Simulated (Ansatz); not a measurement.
TiS$_{2}$ (CdI2 type)

```
CELL_PARAMETERS angstrom
      3.36059     0.00000     0.00000
     -1.68029     2.91036     0.00000
      0.00000     0.00000     5.52244
ATOMIC_POSITIONS crystal
  Ti 0.00000 0.00000 0.00000
  S  0.33333 0.66667 0.25857
  S  0.66667 0.33333 0.74143
```

The slice is a (-1 1 0 2) plane (indices of the conventional cell) through the point (0.000, 0.000, 0.000) (fractional), spanned by u = [110] and v = [1 -1 1] in vectors of this cell: u (3.36 Å) and v (8.02 Å, at 90° to u). It covers one period; positions are fractions (u, v).

Computed with PBE-D3(BJ) (plane waves to 420 eV, PAW, scalar-relativistic; Ansatz, a first-principles code). k mesh 16×16×9. Near the nuclei the fields are pseudised (PAW); where an atom keeps semicore shells as valence, they peak there. At this level the bands of TiS2 touch or barely overlap. TiS2 is run without spin polarisation. TiS2 was relaxed with its symmetry unable to fall.

Task: Predict the map of the valence electron density on the slice.

Result: 
```
v \ u  0.00  0.12  0.25  0.38  0.50  0.62  0.75  0.88
-----  ----  ----  ----  ----  ----  ----  ----  ----
0.90    0.1  -0.3  -0.8  -1.0  -1.0  -1.0  -0.8  -0.3
0.75    0.1   0.0  -0.3  -0.8  -1.1  -0.8  -0.3   0.0
0.60   -0.2  -0.3  -0.6  -1.1  -1.3  -1.1  -0.6  -0.3
0.45   -0.7  -0.8  -1.1  -1.4  -1.6  -1.4  -1.1  -0.8
0.30   -0.2   0.0  -0.2  -0.7  -1.0  -0.7  -0.2   0.0
0.15   -0.3  -0.5  -0.8  -1.0  -1.1  -1.0  -0.8  -0.5
0.00    1.0   0.8  -0.1  -0.7  -0.8  -0.7  -0.1   0.8
```

Values: log₁₀ of the valence density in e/Å³. The scale is logarithmic, as a density can span decades between atoms and voids.
